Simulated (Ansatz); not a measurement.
MgI2 — 127I nuclear quadrupole resonance

Cell: a refined structure from the COD, atoms as given.

```
Mg I
1.0
     4.15370    0.00000    0.00000
    -2.07685    3.59721    0.00000
     0.00000    0.00000    6.86200
Mg I
1 2
Direct
  0.00000 0.00000 0.00000
  0.33333 0.66667 0.75763
  0.66667 0.33333 0.24237
```

Atom numbers follow the list; atoms alike are taken as one site, whose name carries the number of the first.

Level of theory: DFT, PBE, plane waves and PAW, scalar-relativistic, 420 eV cutoff, Γ-centred 8×8×4 k-points, Fermi–Dirac smearing 0.02 eV (Ansatz 0.2.0).

127I: I = 5/2, Q = -688.2 mb (year-2017 value). Static lattice, zero field.

(1) At which frequencies do the 127I NQR lines lie?

Results:

(1) For I = 5/2 and η = 0 the lines are 3|C_Q|/20 and twice that; η pulls their ratio below 2.

```tsv
site	atoms	V_zz (10²¹ V/m²)	C_Q (MHz)	η	line frequencies (MHz)
I	2, 3	-5.04	83.9	0.00	12.6, 25.2
```

An axis of threefold or higher order runs through I, so V_zz lies along it and η is zero.

Without spin–orbit coupling the gradients at and beside I can be off by some per cent, at some sites by more.

Hardware: 1 thread of Arm Neoverse V2 (aarch64; 8 cores open to the job, memory cap 3.0 GiB, no GPU), a shared host with a load of 0.5 a core. Wall time 7.3 s, CPU time 7.3 s, peak memory 0.43 GiB.
